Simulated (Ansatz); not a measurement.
## Orbital character of the bands of SiC

```
Si C
1.0
     0.00000    2.18987    2.18987
     2.18987    0.00000    2.18987
     2.18987    2.18987    0.00000
Si C
1 1
Cartesian
  0.0000 0.0000 0.0000
  1.0949 1.0949 1.0949
```

Atom numbers follow the list: Si1, C2.

The cell was built from the zincblende type and relaxed in the same program, and has space group F-43m; it needn't be a known or the stable phase.

Level of theory: Ansatz 0.2.0, DFT, PBE, all-electron LAPW, scalar-relativistic.

Settings: a Γ-centred 16×16×16 k mesh, Fermi–Dirac smearing of 0.08 eV, basis error target 0.5 meV/atom, no spin polarisation.

Weights are projections on a minimal set of Löwdin-orthogonalised atomic shells, summed over atoms of an element; the rest lies outside that basis, and weights on diffuse cation s shells are inflated where empty shells are missing from it. Energies are in eV from the valence-band top.

Points: Γ (0.000, 0.000, 0.000), W (-0.500, -0.250, 0.250).

```csv
state,character
"Γ, 0.00 eV (×3)",?
"W, -10.12 eV",?
"W, -7.00 eV","C 2p 52 %, Si 3s 48 %"
"W, -4.92 eV",?
"W, -4.63 eV",?
```

Fill in "character" for the row "W, -4.63 eV".

Si 3p 55 %, C 2p 44 %.

What belongs in the row "W, -10.12 eV", column "character"?

C 2s 61 %, Si 3p 38 %.

Fill in "character" for the row "W, -4.92 eV".

C 2p 65 %, Si 3p 34 %.

What belongs in the row "Γ, 0.00 eV (×3)", column "character"?

C 2p 91 %, Si 3p 5 %.
